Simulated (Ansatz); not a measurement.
SrBiIO₂:
```xyz
10
Lattice="2.9527 -6.8512 0.0000 2.9527 6.8512 0.0000 0.0000 0.0000 5.7648" Properties=species:S:1:pos:R:3 pbc="T T T"
Sr     2.9527    -5.5771     4.3236
Sr     2.9527     5.5771     1.4412
Bi     2.9527    -1.0001     4.3236
Bi     2.9527     1.0001     1.4412
I      2.9527     3.5052     4.3236
I      2.9527    -3.5052     1.4412
O      1.5942     0.0000     0.0000
O      4.3111     0.0000     0.0000
O      4.3111     0.0000     2.8824
O      1.5942     0.0000     2.8824
```

Relaxed with r²SCAN. Independent-particle spectrum: no excitons, no local fields, no scissors shift; 0.1 eV broadening; ε₁ of the summed bands alone.

Task: Tabulate the dielectric function from r²SCAN (plane waves, PAW; program Ansatz).

Result: 

```csv
E (eV),ε₁ xx,ε₂ xx,ε₁ yy,ε₂ yy,ε₁ zz,ε₂ zz
0.0,4.73,0.00,4.35,0.00,4.82,0.00
0.3,4.74,0.00,4.36,0.00,4.83,0.00
0.6,4.76,0.00,4.38,0.00,4.85,0.00
0.9,4.80,0.00,4.42,0.00,4.89,0.00
1.2,4.86,0.00,4.46,0.00,4.95,0.00
1.5,4.93,0.00,4.53,0.00,5.03,0.00
1.8,5.03,0.00,4.62,0.00,5.13,0.00
2.1,5.16,0.00,4.73,0.00,5.26,0.00
2.4,5.32,0.00,4.87,0.00,5.43,0.00
2.7,5.52,0.00,5.05,0.00,5.63,0.00
3.0,5.79,0.00,5.28,0.00,5.90,0.00
3.3,6.14,0.00,5.61,0.00,6.26,0.00
3.6,6.65,0.00,6.13,0.00,6.76,0.00
3.9,7.52,0.05,6.88,0.48,7.54,0.02
4.2,8.76,0.82,7.59,0.97,9.02,0.30
4.5,10.38,2.10,8.44,2.00,10.52,2.25
4.8,9.49,5.82,8.03,3.85,11.47,4.50
5.1,6.77,7.20,8.44,5.80,9.56,8.56
5.4,6.39,5.66,4.17,8.75,7.12,10.02
5.7,6.91,7.53,2.67,4.64,3.05,8.79
6.0,5.90,9.01,4.24,4.80,1.83,8.05
6.3,0.79,10.78,4.09,6.32,1.33,6.03
6.6,-0.39,5.74,2.10,5.92,2.54,5.04
6.9,1.38,5.28,1.74,5.40,3.11,6.90
7.2,1.22,5.74,1.53,4.57,0.70,6.90
7.5,0.68,5.85,2.19,4.77,0.67,5.66
7.8,-0.23,5.03,1.25,4.93,0.80,5.93
8.1,0.51,4.37,1.77,4.44,-0.01,5.83
8.4,0.18,4.92,0.97,5.58,-1.22,5.98
8.7,-0.18,5.19,0.05,4.58,-1.66,4.32
9.0,-1.41,4.67,-0.11,4.50,-1.12,3.60
9.3,-2.01,3.59,-0.73,4.09,-1.18,3.48
9.6,-1.65,2.56,-1.12,2.86,-1.80,2.90
9.9,-1.26,2.06,-0.45,2.70,-1.26,1.97
10.2,-1.01,1.79,-0.69,2.55,-0.77,1.78
10.5,-0.56,1.27,-0.46,2.37,-0.58,1.79
10.8,-0.03,1.39,-0.71,2.00,-0.26,1.61
11.1,0.09,1.46,-0.49,1.67,-0.16,1.86
11.4,0.21,1.57,-0.10,1.48,-0.49,1.65
11.7,0.21,1.69,-0.31,1.72,-0.25,1.38
12.0,0.18,1.83,-0.03,1.31,-0.01,1.40
```

Task: From ε at 5.7 eV (xx: 6.91 + 7.53i), find n, k, the normal reflectivity and the absorption coefficient.

Result: n = 2.93, k = 1.286, R = 31 %, α = 2kE/ħc = 740000 cm⁻¹.

With all bands, ε∞ without local fields is 4.85 (xx), 4.49 (yy), 4.95 (zz).

Space group Cmcm. The first step of the workflow began from a Materials Project structure, measured or hypothetical; the Crystallography Open Database files this formula in space group No. 63, but the cells were not matched. Its standing as an ambient phase is unchecked. The cell was relaxed with r²SCAN under the symmetry of its start; its stability against distortions is not shown here. Spin–orbit coupling is left out wherever it is not named.

Potentials: the later of the program's two PAW sets.
